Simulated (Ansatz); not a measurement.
**Calculated 121Sb nuclear quadrupole resonance for Sb2Se3**

Cell: an entry of the Crystallography Open Database (COD).

Space group Pnma (No. 62); a = 11.7700, b = 3.9620, c = 11.6200 Å.

| site | Wyckoff | site symmetry | x | y | z |
| --- | --- | --- | --- | --- | --- |
| Sb1 | 4c | .m. | 0.0305 | 0.2500 | 0.3280 |
| Sb5 | 4c | .m. | 0.1478 | 0.7500 | 0.0397 |
| Se9 | 4c | .m. | 0.0534 | 0.2500 | 0.8732 |
| Se13 | 4c | .m. | 0.1302 | 0.7500 | 0.4434 |
| Se17 | 4c | .m. | 0.2132 | 0.2500 | 0.1935 |

One atom of each set is listed.

Method: Kohn–Sham DFT in Ansatz, PBE, plane waves and PAW, scalar-relativistic, 420 eV cutoff, Γ-centred 3×7×3 k-points, Fermi–Dirac smearing 0.02 eV.

121Sb: I = 5/2, Q = -543.0 mb (year-2017 value). Static lattice, zero field.

(1) Predict the zero-field 121Sb lines of each site.

(2) And for Sb-123 (I = 7/2, Q = -692.0 mb) on Sb5?

Answers

(1) For I = 5/2 and η = 0 the lines are 3|C_Q|/20 and twice that; η pulls their ratio below 2.

```csv
site,atoms,V_zz (10²¹ V/m²),C_Q (MHz),η,line frequencies (MHz)
Sb1,4,-13.00,171,0.42,"30.1, 49.6"
Sb5,4,-17.35,228,0.01,"34.2, 68.3"
```

(2) C_Q scales with Q to 290 MHz, with lines at 20.7, 41.5, 62.2 MHz.

At Sb1 V_zz stands upright on the plane through its three neighbours (within 11°).

The largest force is 0.4 eV/Å, so the atoms aren't at the calculated equilibrium and relaxing them would move these values. Without spin–orbit coupling (the program notes it for Sb) the gradients can shift somewhat, as the gap is small. With these PAW files V_zz is typically within 2 to 3 % of all-electron values, but misses above 10 % occur on Sb.
